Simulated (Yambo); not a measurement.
A G0W0@PBEsol run in Yambo for NaH (rock salt, space group Fm-3m, No. 225) (6×6×6 Γ-centred k mesh, bands 2 to 101 and a 14 Ry block in the screening, 101 bands in G with the Bruneval-Gonze terminator, plasmon pole fitted at 27.2 eV) gives these matrix elements, in eV, at the band edges ((0.167, -0.5, -0.333) → L):

```json
[
 {"state": "valence edge", "E0": "0.000", "<Vxc>": "-10.389", "<Σx>": "-13.994", "<Σc(E0)>": "1.248", "Z": "0.803"},
 {"state": "conduction edge", "E0": "3.677", "<Vxc>": "-7.483", "<Σx>": "-3.568", "<Σc(E0)>": "-3.119", "Z": "0.834"}
]
```

Q: Solve the linearised quasiparticle equation for both states, give the gap, and say how exchange and correlation each act on it.

A: E = E0 + Z(Σx + Σc − Vxc). Valence: 0.000 + 0.803 × (-13.994 + (1.248) − (-10.389)) = -1.89 eV. Conduction: 3.677 + 0.834 × (-3.568 + (-3.119) − (-7.483)) = 4.34 eV. The gap is 6.23 eV, against 3.68 eV in PBEsol. Replacing Vxc by bare exchange alone would open it by 7.52 eV; correlation takes back 4.37 eV of that, and Z scales what is left. Nearest settings tried, and what they do to the gap: 2 Ry block (27 vectors against 181): -341 meV. Not varied: bands in G, bands in W, mesh. So the settings aren't converged at that level. 

Geometry of the Materials Project entry, not relaxed at this level; primitive cell a = 3.3749 Å, b = 3.3749 Å, c = 3.3749 Å, α = 60.00°, β = 60.00°, γ = 60.00°.
